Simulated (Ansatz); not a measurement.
Ru:
```
CELL_PARAMETERS angstrom
     -1.61361     1.61361     1.36011
      1.61361    -1.61361     1.36011
      1.61361     1.61361    -1.36011
ATOMIC_POSITIONS crystal
  Ru 0.00000 0.00000 0.00000
```
Starting moments (μB, in the order of the atoms Ru): 0.9.

Relaxed with r²SCAN. Special points in fractions of this cell's reciprocal vectors: Γ (0.000, 0.000, 0.000); X (0.000, 0.000, 0.500); M (-0.500, 0.500, 0.500); Z (0.428, 0.428, -0.428); Z0 (-0.428, 0.572, 0.428); P (0.250, 0.250, 0.250); N (0.000, 0.500, 0.000).

Problem. List the band energies nearest the Fermi level at these points for r²SCAN (plane waves, PAW; program Ansatz).

Solution. In eV from the Fermi level; about four levels below and three above (degenerate sets whole), none deeper than 8.9 eV; … stands for higher levels left out; points with the same levels are listed once.

| k | below | above |
|---|---|---|
| Γ ↑ | -3.94 -2.25 -2.25 -1.83 | … |
| X ↑ | -6.23 -3.37 -1.88 -1.09 | 0.49 … |
| M ↑ | -6.97 -6.43 | 1.41 1.41 2.13 |
| Z ↑ | -6.68 -5.86 | 0.27 0.27 1.76 |
| P ↑ | -4.41 -4.41 -3.27 -0.84 | 0.63 … |
| N ↑ | -6.54 -5.28 -1.06 | 1.35 2.02 … |
| Γ ↓ | -3.73 -1.51 -1.51 -1.07 | … |
| X ↓ | -6.04 -2.69 -1.28 | 0.33 0.97 … |
| M ↓ | -5.97 -5.77 | 2.26 2.26 2.43 |
| Z ↓ | -5.45 -5.39 | 1.00 1.00 2.05 |
| P ↓ | -3.96 -3.96 -3.14 | 1.27 1.49 … |
| N ↓ | -6.00 -4.89 | 0.76 1.92 2.21 |

Space group I4/mmm (body-centred tetragonal). The start of the workflow was typed in or built on a structure type; neither database checked (COD, Materials Project) lists it. It is not the phase usual at ambient conditions (space group No. 194). Symmetry was held in the r²SCAN relaxation; its stability against distortions is not shown here. Magnetic state: ferromagnetic, chosen from 4 collinear starts compared on coarse meshes (ties went to the first, and starts can fall back to one state), not a proven ground state. Other orbital occupations within this spin state were not tried. Spin–orbit coupling is left out wherever it is not named.

Potentials: the later of the program's two PAW sets.
